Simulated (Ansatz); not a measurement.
Relaxation path: Lu (hcp type)

DFT, PBEsol, PAW with Ansatz's default frozen-core files, scalar-relativistic (Ansatz 0.2.0); a Γ-centred 13×13×7 k mesh, Fermi–Dirac smearing of 0.05 eV, no spin polarisation. The run relaxes cell and atoms at a target pressure of -0.13 GPa.

Command: `ansatz run input.yaml --threads 1 --pin off --max-ram 3584MiB --backend cpu --events-out ev --progress --plain --runs-dir out` It took 43 s on 1 thread of Arm Neoverse V2 (shared host), peak memory 0.4 GiB.

```yaml
crystal:
  lattice:
    - [3.3874060853, 0.0, 0.0]
    - [-1.6937030426, 2.9335797228, 0.0]
    - [0.0, 0.0, 5.4875978582]
  atoms:
    - { symbol: Lu, position: [0.3333333333, 0.6666666667, 0.25] }
    - { symbol: Lu, position: [0.6666666667, 0.3333333333, 0.75] }
kpoints:
  mp_grid: { grid: [13, 13, 7] }
scf:
  occupations: { method: fermi_dirac, width: 0.05 }
hamiltonian:
  xc: pbesol
  pseudopotentials: { kind: paw }
output:
  forces: true
  stress: true
  eigenvalues: true
relax:
  f_tol: 0.005
  max_steps: 40
  cell: { p_target: -0.13, stress_tol: 0.03 }
```

Each step lists its enthalpy F + pV a cell above the last geometry, the pressure, the cell vectors (Å), and Cartesian positions (Å) with forces (eV/Å).

The first step:

```
step 1  dH = 16.40 meV  P = 0.50 GPa
  cell 3.3874 0.0000 0.0000  -1.6937 2.9336 0.0000  0.0000 0.0000 5.4876
  Lu 0.0000 1.9557 1.3719   0.0000 0.0000 0.0000
  Lu 1.6937 0.9779 4.1157   0.0000 0.0000 0.0000
```

Spin–orbit coupling is left out, which matters for the heavy atoms. The PAW files were made under PBE.

The symmetry of the start is kept and no stability test is made, so the end need not be the stable phase.

Task: Where does the relaxation end, and by which steps?

Result: After 4 geometries, with conventional a, b, c = 3.449, 3.449, 5.353 Å, at 27.582 Å³/atom (+1.16 % against the start) in space group P6_3/mmc, with a shortest distance of 3.336 Å. The further steps:
```
step 2  dH = 0.62 meV  P = -0.29 GPa
  cell 3.4444 0.0000 0.0000  -1.7222 2.9830 0.0000  0.0000 0.0000 5.3858
  Lu 0.0000 1.9887 1.3464   0.0000 0.0000 0.0000
  Lu 1.7222 0.9943 4.0393   0.0000 0.0000 0.0000
step 3  dH = 0.02 meV  P = -0.04 GPa
  cell 3.4492 0.0000 0.0000  -1.7246 2.9871 0.0000  0.0000 0.0000 5.3447
  Lu 0.0000 1.9914 1.3362   0.0000 0.0000 0.0000
  Lu 1.7246 0.9957 4.0085   0.0000 0.0000 0.0000
step 4  dH = 0.00 meV  P = -0.13 GPa
  cell 3.4495 0.0000 0.0000  -1.7247 2.9873 0.0000  0.0000 0.0000 5.3534
  Lu 0.0000 1.9916 1.3383   0.0000 0.0000 0.0000
  Lu 1.7247 0.9958 4.0150   0.0000 0.0000 0.0000
step 5  dH = -0.22 meV  P = -0.13 GPa  (same geometry on a basis chosen anew; earlier energies don't compare to the last digit)
  cell 3.4495 0.0000 0.0000  -1.7247 2.9873 0.0000  0.0000 0.0000 5.3534
  Lu 0.0000 1.9916 1.3383   0.0000 0.0000 0.0000
  Lu 1.7247 0.9958 4.0150   0.0000 0.0000 0.0000
```
